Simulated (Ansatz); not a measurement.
SrCdPt in space group Pnma (No. 62; Pt on 4c, Cd on 4c, Sr on 4c), DFT-PBE in the program Ansatz with PAW potentials, all energies at zero smearing, with the estimated change up to a 700 eV cutoff added, with one set of potentials and settings (totals compare only within such a set). Cell of 12 atoms (4 Pt, 4 Cd, 4 Sr): -97294.947 eV.

```json
[
 {"element": "Pt", "reference phase": "Fm-3m, 1 atoms in the cell", "E (eV/atom)": "-12523.0127"},
 {"element": "Cd", "reference phase": "P6_3/mmc, 2 atoms in the cell", "E (eV/atom)": "-8254.4547"},
 {"element": "Sr", "reference phase": "C2/m, 3 atoms in the cell", "E (eV/atom)": "-3544.2201"}
]
```

Formation energy per atom, worked out: (-97294.947 − 4×(-12523.0127) − 4×(-8254.4547) − 4×(-3544.2201))/12 = -0.683 eV/atom (-66 kJ per mol of atoms), at 0 K, without zero-point energy or fitted corrections.

The workflow started from an entry of the Crystallography Open Database (COD, 298 K). Whether it is the stable phase at ambient conditions was not checked. The cell was relaxed with PBE under the symmetry of its start; its stability against distortions is not shown here. No spin polarisation was allowed. The references are the lowest solids computed at this level, not always the standard phases. Spin–orbit coupling is left out wherever it is not named.

Potentials: the later of the program's two PAW sets.
